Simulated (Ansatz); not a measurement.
Cu Kα1 powder pattern (kinematic, no thermal factors).
2θ (°) (relative intensity): 20.37 (15, 1 0 0), 28.96 (13, 1 1 0), 35.67 (83, 1 1 1), 41.42 (100, 2 0 0), 46.58 (8, 2 1 0), 51.33 (6, 2 1 1), 60.02 (59, 2 2 0), 64.08 (4, 3 0 0), 68.00 (3, 3 1 0), 71.81 (32, 3 1 1), 75.55 (18, 2 2 2), 79.22 (2, 3 2 0), 82.85 (3, 3 2 1)

The pattern is computed from a structure relaxed with Ansatz, DFT PBE, scalar-relativistic, plane waves, PAW. No spin polarisation. Its elements are N, Ti, Zr.

Q: Give the structure.

A: ZrTi$_{3}$N$_{4}$.
Space group Pm-3m (No. 221). a = 4.356 Å, b = 4.356 Å, c = 4.356 Å, α = 90.00°, β = 90.00°, γ = 90.00°
```tsv
atom	site	symmetry	x	y	z
Zr	1a	m-3m	0.0000	0.0000	0.0000
Ti	3c	4/mm.m	0.5000	0.5000	0.0000
N	3d	4/mm.m	0.0000	0.0000	0.5000
N	1b	m-3m	0.5000	0.5000	0.5000
```

A pattern alone doesn't exclude other cells with like lines; this is the one computed.

The structure comes from a generated guess; another structure or a mixture of phases may lie lower.
